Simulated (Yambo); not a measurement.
Yambo run on C (space group R-3m, No. 166). The wavefunctions are PBEsol (pw.x of Quantum ESPRESSO, ONCV potentials, no spin-orbit coupling) ones on a 6×6×6 mesh (8 occupied bands); a = b = c = 8.404 Å, α = β = γ = 16.88°.

Yambo input:

```
rim_cut
gw0
dyson
el_el_corr
HF_and_locXC
cohsex
em1s
RandQpts= 1000000
RandGvec= 1 Ry
EXXRLvcs= 82 Ry
VXCRLvcs= 328 Ry
Chimod= "HARTREE"
% BndsRnXs
 1 | 79 |
%
NGsBlkXs= 8 Ry
% LongDrXs
 1.0 | 1.0 | 1.0 |
%
ExtendOut
% QPkrange
 12 | 12 | 9 | 9 |
 25 | 25 | 8 | 9 |
%
```

k points by index: 12 = (0, 0.333, -0.333), 25 = (0.167, -0.5, -0.167).

Table of the .qp output:

```
#    K-point    Band    Eo [eV]    E [eV]    E-Eo [eV]    Vxc [eV]    Vnlxc [eV]    Sc|Eo [eV]    Re(Z)    Im(Z)
#
    12    9    0.185813    -1.427934    -1.613747    -14.02886    -11.39769    -4.244920    1.000000    0.000000
    25    8    0.000000    -1.857425    -1.857425    -13.80518    -13.53961    -2.123002    1.000000    0.000000
    25    9    0.185819    -1.424798    -1.610617    -14.02888    -11.39749    -4.242004    1.000000    0.000000
```
(The two width columns are left out.) Convergence of these settings isn't established.

Geometry of the Materials Project entry, not relaxed at this level.

This is not the ordinary phase of the substance.

The distance between layers or molecules is the database entry's, not relaxed here. Functionals without dispersion can leave it too large, which widens gaps and weakens the response across layers: the numbers belong to this cell.
